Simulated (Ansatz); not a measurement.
SiBCN in space group R3m (No. 160; B on 3a, N on 3a, Si on 3a, C on 3a), PBEsol in the plane-wave PAW code Ansatz. The conduction-band minimum lies at F, with 3 equivalent valleys. Second derivatives d²E/dk² of the lowest band at one valley (eV·Å²), along Cartesian directions:

```tsv
direction	d²E/dk²
[100]	20.59
[010]	23.44
[001]	22.54
[110]	19.54
[101]	14.43
[011]	18.88
```

Task: Find the principal effective masses, the density-of-states mass and the conductivity mass.

Result: Off-diagonal terms follow from H_xy = H[110] − (H_xx + H_yy)/2, and m*/mₑ = 7.620 eV·Å² over each eigenvalue: 0.26, 0.31, 0.61. One valley's DOS mass (m₁m₂m₃)^(1/3) = 0.37, conductivity mass 3/(Σ 1/mᵢ) = 0.34 mₑ.

Task: What effective density of states Nc follows at 300 K for parabolic valleys?

Result: Nc = 2.509e19 × 3 × (0.37)^(3/2) ≈ 1.7e19 cm⁻³.

Task: With the computed static dielectric constant 10.9 (mean of the diagonal), estimate a hydrogenic donor's binding energy and radius.

Result: E = 13.606 eV × 0.34/10.9² ≈ 39 meV; a = 0.529 Å × ε/m* ≈ 17 Å. Semilocal masses tend to be too small when the gap is underestimated.

The start of the workflow was typed in or built on a structure type; neither database checked (COD, Materials Project) lists it. Whether it is the stable phase at ambient conditions was not checked. The PBEsol relaxation kept the symmetry of its start; whether a distortion lowers the energy is not shown. The volume moved by -19 % from the start of the relaxation.

Potentials: the earlier of the program's two PAW sets. The files were generated under PBE; for other functionals the program regenerates the frozen cores, and for LDA and PBEsol the local potential too.
